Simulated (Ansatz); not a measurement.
TaRu3:
```xyz
4
Lattice="3.8295 0.0000 0.0000 0.0000 3.8295 0.0000 0.0000 0.0000 3.8295" Properties=species:S:1:pos:R:3 pbc="T T T"
Ta     1.9147     1.9147     1.9147
Ru     1.9147     0.0000     0.0000
Ru     0.0000     1.9147     0.0000
Ru     0.0000     0.0000     1.9147
```

Relaxed with LDA. Special points in fractions of this cell's reciprocal vectors: Γ (0.000, 0.000, 0.000); X (0.000, 0.500, 0.000); M (0.500, 0.500, 0.000); R (0.500, 0.500, 0.500).

Q: List the band energies nearest the Fermi level at these points for plane-wave PAW LDA (Ansatz code).

A: In eV from the Fermi level; about four levels below and three above (degenerate sets whole), none deeper than 8.9 eV; points with the same levels are listed once.

```csv
k,below,above
Γ,-5.41 -5.41 -5.41 -1.89 -1.89 -1.89,0.50 0.50 1.87
X,-0.88 -0.46 -0.46 -0.38,0.92 1.43 1.43
M,-1.01 -1.01 -0.11 -0.03,2.12 2.12 2.12
R,-1.98 -1.98 -1.98 -1.53 -1.53,1.05 1.45 1.45 1.45
```

Space group Pm-3m (Cu3Au type). The workflow started from a Materials Project entry (that database holds measured and hypothetical structures alike); the Crystallography Open Database copy checked does not list it. Whether it is the stable phase at ambient conditions was not checked. The cell was relaxed with LDA under the symmetry of its start; whether a distortion lowers the energy is not shown. The run is not spin-polarised. Scalar-relativistic: spin–orbit coupling is off unless named, which matters more the heavier the elements.

Potentials: the later of the program's two PAW sets.
